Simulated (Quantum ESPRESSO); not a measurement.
**Band energies of Ag$_{2}$S**

```
CELL_PARAMETERS angstrom
      3.51146    -2.36127     0.00000
      3.51146     2.36127     0.00000
     -0.01416     0.00000     7.43416
ATOMIC_POSITIONS crystal
  S  0.77947 0.77947 0.75005
  S  0.21749 0.21749 0.25076
  Ag 0.99959 0.99959 0.50106
  Ag 0.60213 0.60213 0.25128
  Ag 0.39492 0.39492 0.74886
  Ag 0.99734 0.99734 0.00096
```

norm-conserving PBEsol (Quantum ESPRESSO, 82 Ry, scalar-relativistic); path ΓYFLI,I1ZF1,YX1,XΓN,MΓ; energies in eV from the valence-band maximum.

| k (1/Å) | point | band 40 | band 41 | band 42 | band 43 | band 44 | band 45 | band 46 | band 47 |
|---|---|---|---|---|---|---|---|---|---|
| 0.00 | Γ | -2.15 | -1.04 | -0.84 | -0.42 | 0.00 | 1.11 | 1.48 | 4.96 |
| 0.45 |  | -1.69 | -1.66 | -1.09 | -1.07 | -0.37 | 1.96 | 2.71 | 3.64 |
| 0.89 | Y | -2.38 | -2.18 | -2.14 | -0.66 | -0.50 | 1.43 | 2.35 | 2.58 |
| 1.32 | F | -2.31 | -1.30 | -1.27 | -1.27 | -1.25 | 2.33 | 2.34 | 3.66 |
| 1.32 | L | -2.31 | -1.29 | -1.27 | -1.26 | -1.25 | 2.33 | 2.34 | 3.66 |
| 1.68 | I | -2.52 | -1.73 | -1.73 | -0.71 | -0.69 | 3.45 | 3.46 | 3.69 |
| 1.68 | I1 | -2.52 | -1.73 | -1.73 | -0.71 | -0.69 | 3.45 | 3.46 | 3.69 |
| 1.87 |  | -2.06 | -1.92 | -1.91 | -0.49 | -0.48 | 2.72 | 2.73 | 4.03 |
| 2.26 |  | -2.28 | -1.02 | -1.01 | -0.44 | -0.44 | 2.66 | 2.67 | 4.10 |
| 2.65 | Z | -2.67 | -0.41 | -0.40 | -0.17 | -0.17 | 1.78 | 1.78 | 4.27 |
| 3.00 |  | -2.19 | -0.94 | -0.93 | -0.74 | -0.73 | 2.82 | 2.82 | 3.64 |
| 3.36 |  | -2.12 | -1.38 | -1.37 | -1.22 | -1.20 | 2.48 | 2.49 | 3.59 |
| 3.54 | F1 | -2.31 | -1.30 | -1.27 | -1.27 | -1.25 | 2.33 | 2.34 | 3.66 |
| 3.54 | Y | -2.38 | -2.18 | -2.14 | -0.66 | -0.50 | 1.43 | 2.35 | 2.58 |
| 3.90 | X1 | -2.62 | -1.92 | -1.63 | -1.35 | -0.32 | 2.12 | 3.50 | 3.78 |
| 3.90 | X | -2.62 | -1.92 | -1.63 | -1.35 | -0.32 | 2.12 | 3.50 | 3.78 |
| 4.29 |  | -1.52 | -1.52 | -1.38 | -1.36 | -1.30 | 2.69 | 3.18 | 4.47 |
| 4.68 |  | -1.82 | -1.30 | -0.76 | -0.75 | -0.30 | 1.61 | 1.87 | 4.82 |
| 4.87 | Γ | -2.15 | -1.04 | -0.84 | -0.42 | 0.00 | 1.11 | 1.48 | 4.96 |
| 5.03 |  | -1.88 | -1.26 | -0.87 | -0.52 | -0.16 | 1.48 | 1.70 | 4.89 |
| 5.35 |  | -2.06 | -1.53 | -1.07 | -0.82 | -0.12 | 2.18 | 2.96 | 3.50 |
| 5.67 | N | -1.85 | -1.74 | -1.25 | -0.46 | -0.09 | 2.23 | 2.58 | 3.20 |
| 5.67 | M | -2.41 | -1.15 | -1.14 | -0.28 | -0.27 | 1.59 | 1.61 | 4.55 |
| 5.85 |  | -2.22 | -1.18 | -1.13 | -0.43 | -0.25 | 1.66 | 2.08 | 4.27 |
| 6.22 |  | -2.06 | -1.23 | -1.13 | -0.50 | -0.17 | 1.96 | 2.49 | 4.02 |
| 6.58 | Γ | -2.15 | -1.04 | -0.84 | -0.42 | 0.00 | 1.11 | 1.48 | 4.96 |

The PBEsol gap is direct, 1.11 eV at Γ.

Spin-orbit splittings are left out.

Geometry of the Materials Project entry, not relaxed at this level.

The structure is a Materials Project entry; no match was found in the copy of COD used, and its stability was not checked.
